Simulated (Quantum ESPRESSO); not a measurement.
**Convergence of NMR parameters in SrCl2**

```xyz
3
Lattice="0.0000 3.4997 3.4997 3.4997 0.0000 3.4997 3.4997 3.4997 0.0000" Properties=species:S:1:pos:R:3 pbc="T T T"
Sr     0.0000     0.0000     0.0000
Cl     5.2496     5.2496     5.2496
Cl     1.7499     1.7499     1.7499
```
Geometry: a computed entry of the Materials Project; it was not checked against measured cells. It is SrCl2 in Fm-3m; whether this form has been observed was not checked. Stability against distortions was not tested.

Method: σ by PBE GIPAW on JTH datasets (Quantum ESPRESSO, modified build). The cutoff rises from row to row, with the meshes as listed. Costs are rough, from a shared machine. Shieldings are absolute and leave out the bulk-susceptibility term; a larger σ means a smaller chemical shift. Spin–orbit coupling is left out; its weight grows with the heaviest atom, Sr here. No d partial waves on Cl: the paramagnetic term there is incompletely reconstructed. The structure is static (0 K, no zero-point motion).

```tsv
setting	cutoff (Ha)	k-mesh	σ_iso Cl (ppm)	f-sum rule missed by (%)	rough cost ratio
A	15	3×3×3 shifted	743.2	0.03	about 1
B	25	4×4×4 shifted	741.0	0.00	4
C	35	6×6×6 shifted	741.5	0.00	20
```

Largest change from the last row but one to the last: σ_iso Cl (ppm) by 0.5.
